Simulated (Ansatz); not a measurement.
Y:
```xyz
1
Lattice="-1.9863 1.9863 1.9863 1.9863 -1.9863 1.9863 1.9863 1.9863 -1.9863" Properties=species:S:1:pos:R:3 pbc="T T T"
Y      0.0000     0.0000     0.0000
```

Relaxed with PBEsol.

List the phonon frequencies at the special points (DFPT on a 5×5×5 q-mesh, Fourier-interpolated; the program Ansatz at the PBEsol level (PAW)).

In cm⁻¹.

| q | frequencies |
|---|---|
| Γ | 0 0 0 |
| H | 137 137 137 |
| N | 76i 85 123 |
| P | 87 87 87 |

Space group Im-3m (bcc (W type)). The start of the workflow was typed in or built on a structure type; neither database checked (COD, Materials Project) lists it. It is not the phase usual at ambient conditions (space group No. 194). The PBEsol relaxation kept the symmetry of its start. At this level the phase is dynamically unstable (imaginary phonons). The run is not spin-polarised. As this level gives no gap, phonon frequencies hold no LO–TO term and depend on the k-mesh and smearing (Fermi–Dirac, 0.1 eV here).

Potentials: the later of the program's two PAW sets.
